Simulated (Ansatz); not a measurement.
Eu (bcc, W type)

```xyz
1
Lattice="-2.2236 2.2236 2.2236 2.2236 -2.2236 2.2236 2.2236 2.2236 -2.2236" Properties=species:S:1:pos:R:3 pbc="T T T"
Eu     0.0000     0.0000     0.0000
```

E(V) scan at fixed shape, V₀ the volume above. Symmetry pins the atoms to their sites.

These are r2SCAN (plane waves to 500 eV, PAW, scalar-relativistic; Ansatz, a program for electronic structure) values and carry that method's errors. k mesh 15×15×15 (Γ-centred), Fermi-Dirac smearing 0.05 eV. The energy includes the smearing's −TS. Eu was relaxed with its symmetry unable to fall. Relaxed Eu ends ferromagnetic. The relaxed volume of Eu is well below the measured one. The magnetic order is the one the run started from; other orders were not tried. The f-shell state is unchecked: a lower one may exist. The zero of ΔE is the relaxed starting cell.

Task: Predict the ΔE (meV/atom) and moment (μB/cell) at V/V₀ = 0.925, 0.950, 0.975, 1.025, 1.050.

Result: 
```
V/V₀   ΔE (meV/atom)  moment (μB/cell)
-----  -------------  ----------------
0.925             12              7.87
0.950              5              7.88
0.975              1              7.88
1.025              1              7.87
1.050              5              7.87
```

(Under strain, the slope of the energy per volume gives the stress and its curvature an elastic modulus.)
